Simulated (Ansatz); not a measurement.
AlN (zinc blende)

Space group F-43m (No. 216); a = b = c = 4.403 Å, α = β = γ = 90.00°

```csv
atom,site,symmetry,x,y,z
N,4c,-43m,0.2500,0.2500,0.2500
Al,4a,-43m,0.0000,0.0000,0.0000
```
(The calculation used a cell of 2 atoms; values per cell refer to that cell.)

E(V) scan at fixed shape, V₀ the volume above. Symmetry pins the atoms to their sites.

Calculation: PBE (plane waves to 420 eV, PAW, scalar-relativistic; Ansatz, a program for electronic structure). k mesh 13×13×13 (Γ-centred), Fermi-Dirac smearing 0.05 eV. Energies are smeared free energies. AlN was relaxed with its symmetry unable to fall. ΔE is measured from the relaxed starting cell.

Task: Give the computed ΔE (eV/atom) at V/V₀ = 0.867, 0.947, 0.973, 1.027, 1.107, 1.133.

Result: 
```
V/V₀   ΔE (eV/atom)
-----  ------------
0.867        0.1438
0.947        0.0199
0.973        0.0048
1.027        0.0044
1.107        0.0618
1.133        0.0927
```

(Under strain, the slope of the energy per volume gives the stress and its curvature an elastic modulus.)
